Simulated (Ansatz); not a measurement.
Relaxed-ion elastic tensor of AlNi (CsCl type, Pm-3m) in GPa (Voigt order), PBEsol (plane waves, PAW; program Ansatz); density 6.07 g/cm³, 11.73 Å³ per atom.

```
224  147  147  0.0  0.0  0.0
147  224  147  0.0  0.0  0.0
147  147  224  0.0  0.0  0.0
0.0  0.0  0.0  128  0.0  0.0
0.0  0.0  0.0  0.0  128  0.0
0.0  0.0  0.0  0.0  0.0  128
```

Question: Is the crystal mechanically stable?

Answer: Yes: the smallest eigenvalue of C is 76.7 GPa.

Question: Work out the Voigt, Reuss and Hill averages.

Answer: K_V = 173, K_R = 173, K_H = 173; G_V = 92.2, G_R = 66.2, G_H = 79.2 GPa.

Question: Give Young's modulus, Poisson's ratio, Pugh's ratio and the universal anisotropy index.

Answer: E = 9KG/(3K + G) = 206 GPa; ν = 0.30; K/G = 2.18 (ductile by the Pugh limit of 1.75); A_U = 5G_V/G_R + K_V/K_R − 6 = 1.97.

Question: Estimate the sound speeds and the Debye temperature.

Answer: v_l = √((K + 4G/3)/ρ) = 6780 m/s, v_t = √(G/ρ) = 3610 m/s, mean 4040 m/s; Θ = (h/k)(3n/4πV)^(1/3) v_m = 529 K.

Question: Give the Zener ratio and Young's modulus along [100], [110] and [111].

Answer: A = 2C44/(C11 − C12) = 3.34; 1/E = S11 − 2(S11 − S12 − S44/2)Γ with Γ = 0, 1/4, 1/3 gives 107, 210, 308 GPa.

Question: Solve the Christoffel equation for the three sound speeds along [100], [110], [111].

Answer: Eigenvalues of C_ijkl n_j n_l equal ρv². In km/s, slowest first: [100] 4.60, 4.60, 6.08; [110] 2.51, 4.60, 7.19; [111] 3.36, 3.36, 7.53.

The PBEsol relaxation kept the symmetry of its start. The workflow began spin-polarised and lost its moments. As this level gives no gap, shear constants depend on the k-mesh and smearing (Fermi–Dirac, 0.1 eV here).

Potentials: the later of the program's two PAW sets.
